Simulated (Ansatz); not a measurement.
F:
```
F
1.0
    2.69060     1.55109     0.00000
   -2.69060     1.55109     0.00000
   -2.18139     0.00000     6.91188
F
4
Cartesian
 -0.86022   1.55109   2.79576
 -1.32117   1.55109   4.11612
 -2.45411   1.55109   0.65865
  0.27273   1.55109   6.25323
```

Relaxed with r²SCAN. Special points in fractions of this cell's reciprocal vectors: Γ (0.000, 0.000, 0.000); C (0.341, 0.341, 0.000); C2 (-0.341, 0.659, 0.000); Y2 (-0.500, 0.500, 0.000); M2 (-0.500, 0.500, 0.500); D (-0.321, 0.679, 0.500); D2 (0.321, 0.321, 0.500); A (0.000, 0.000, 0.500); L2 (0.000, 0.500, 0.500); V2 (0.000, 0.500, 0.000).

Question: List the band energies nearest the valence-band maximum at these points for r²SCAN in the plane-wave PAW code Ansatz.

Answer: In eV from the valence-band maximum; about four levels below and three above (degenerate sets whole), none deeper than 8.9 eV; … stands for higher levels left out; points with the same levels are listed once.

```json
[
 {"k": "Γ", "below": "-0.35 -0.19 -0.16 -0.05", "above": "3.69 4.91 …"},
 {"k": "C", "below": "-0.63 -0.50 -0.34 -0.33", "above": "4.35 4.51 …"},
 {"k": "Y2", "below": "-0.63 -0.42 -0.34 0.00", "above": "4.33 4.44 …"},
 {"k": "M2", "below": "-0.63 -0.56 -0.18 -0.15", "above": "4.40 4.43 …"},
 {"k": "D", "below": "-0.70 -0.54 -0.43 -0.23", "above": "4.42 4.47 …"},
 {"k": "A", "below": "-0.31 -0.26 -0.12 -0.09", "above": "4.27 4.31 …"},
 {"k": "L2", "below": "-0.82 -0.50 -0.40 -0.14", "above": "4.19 4.67 …"},
 {"k": "V2", "below": "-0.67 -0.64 -0.34 -0.28", "above": "4.42 4.47 …"}
]
```

Space group C2/m. The first step of the workflow began from a Materials Project structure, measured or hypothetical; the Crystallography Open Database files this formula in space group No. 12, but the cells were not matched. It is not the usual solid phase (space group No. 15). The r²SCAN relaxation kept the symmetry of its start; its stability against distortions is not shown here. The substance is a gas or liquid at ambient conditions. A crystal of weakly bound molecules computed without a dispersion correction: the cell and the soft elastic constants depend strongly on that.

Potentials: the later of the program's two PAW sets.
